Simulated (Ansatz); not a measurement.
An elastic constant from a strain scan in SiW3

Computed with DFT r2SCAN, scalar-relativistic, plane waves, PAW in Ansatz 0.2.0. Settings: plane waves to 500 eV, k-mesh 14×14×14 (Γ-centred), Gaussian smearing 0.15 eV. Spin–orbit coupling is left out, which can shift energies with elements as heavy as these. No spin polarisation. Energies are free energies at this smearing, counted from the undisturbed cell; pressure is positive in compression.

Reference structure (relaxed at this level; it needn't be the usual structure):

```yaml
crystal:
  lattice:
    - [-2.58915, 2.58915, 2.58915]
    - [2.58915, -2.58915, 2.58915]
    - [2.58915, 2.58915, -2.58915]
  atoms:
    - { symbol: Si, position: [0.00000, 0.00000, 0.00000] }
    - { symbol: W, position: [0.50000, 0.50000, 0.00000] }
    - { symbol: W, position: [0.50000, 0.00000, 0.50000] }
    - { symbol: W, position: [0.00000, 0.50000, 0.50000] }
```

The cell is strained by ε times the Voigt pattern (0, 0, 0, 1, 0, 0) (xx, yy, zz, yz, xz, xy; engineering shear) with fractional coordinates fixed. The cell holds 4 atoms in V0 = 69.43 Å³. The stress column is τ = (1/V0) dE/dε, got from the stress tensor σ (compression positive) at each point as −det(1 + εP) σ : P(1 + εP)⁻¹, with P the pattern as a tensor.

```csv
ε,ΔE (meV/atom),τ (GPa)
-0.0350,-6.661,3.502
-0.0300,-4.897,3.008
-0.0250,-3.403,2.510
-0.0200,-2.179,2.010
-0.0100,-0.545,1.005
0.0000,0.000,0.000
0.0100,-0.545,-1.005
0.0200,-2.179,-2.010
0.0250,-3.403,-2.510
0.0300,-4.897,-3.008
0.0350,-6.661,-3.502
0.0400,?,?
```

Which combination of elastic constants does this scan measure, and how large is it?

For small ε, τ = τ0 + Kε with K = pᵀCp, which for this pattern is C44 in the cubic axes. The parabola through τ at ε = -0.0100, 0 and 0.0100 has slope K = -101 GPa at zero. The energies per cell, E = NΔE, of the same two points give K = 2[E(ε₊)/ε₊ − E(ε₋)/ε₋]/[(ε₊ − ε₋)V0] = -101 GPa, in agreement. K is negative: with the atoms carried along, the cell is unstable to this strain.

Predict the withheld row at ε = 0.0400 from the harmonic law, and compare.

ΔE = V0(τ0 ε + Kε²/2)/N = -8.713 meV/atom and τ = -4.02 GPa. The calculation gives -8.690 meV/atom and -3.99 GPa, a miss of 0.3 % of the harmonic energy, so the harmonic law still holds here.

In a metal these slopes depend on the k mesh and the smearing.

Cost: 7 runs of about 4 core-minutes in all, on AMD EPYC 9R45 (Zen 5) (shared hosts).